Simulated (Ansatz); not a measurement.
Input:

Be3N2:
```
CELL_PARAMETERS angstrom
      1.41755     0.81842     4.85226
     -1.41755     0.81842     4.85226
      0.00000    -1.63684     4.85226
ATOMIC_POSITIONS crystal
  Be 0.14109 0.14109 0.14109
  Be 0.68236 0.68236 0.68236
  Be 0.91111 0.91111 0.91111
  N  0.79582 0.79582 0.79582
  N  0.29153 0.29153 0.29153
```

This is the PBEsol-relaxed structure.

### Question
All from plane-wave PAW PBEsol (Ansatz code), unless another level is named. Give the static dielectric constant ε0 (ions relaxed, cell fixed).

### Answer
12.2 (xx = yy), 14.9 (zz).

### Question
Give the largest static χ(2) component.

### Answer
6.2 pm/V.

### Question
What about the Born charges (a third of the trace)?

### Answer
Be +1.63 to +1.86, N -2.74 to -2.40 e.

### Question
Predict the electronic dielectric constant ε∞ (DFPT).

### Answer
4.62 (xx = yy), 5.15 (zz).

Space group R3m. The workflow started from a Materials Project entry (that database holds measured and hypothetical structures alike); the Crystallography Open Database copy checked does not list it. COD files the formula under space group No. 206. Its standing as an ambient phase is unchecked. Symmetry was held in the PBEsol relaxation; whether a distortion lowers the energy is not shown.

Potentials: the later of the program's two PAW sets.
